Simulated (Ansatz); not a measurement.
An elastic tensor (GPa, Voigt order, standard axes) from DFT-r²SCAN in the program Ansatz with PAW potentials:

```tsv
	1	2	3	4	5	6
1	259	112	89.7	0.0	0.0	0.0
2	112	247	87.4	0.0	0.0	0.0
3	89.7	87.4	277	0.0	0.0	0.0
4	0.0	0.0	0.0	62.2	0.0	0.0
5	0.0	0.0	0.0	0.0	59.5	0.0
6	0.0	0.0	0.0	0.0	0.0	69.9
```

**Question.** Which of these materials gives this?
(A) Bi, Pmma (Bi on 2e)
(B) TiO2, Pbca (Ti on 8c, O on 8c, O on 8c)
(C) ZnSnN2, Pna2_1 (Zn on 4a, Sn on 4a, N on 4a, N on 4a)

**Answer.** C, ZnSnN2, Pna2_1 (Zn on 4a, Sn on 4a, N on 4a, N on 4a)

Symmetry was held in the r²SCAN relaxation. Spin–orbit coupling is left out wherever it is not named.

Potentials: the later of the program's two PAW sets.
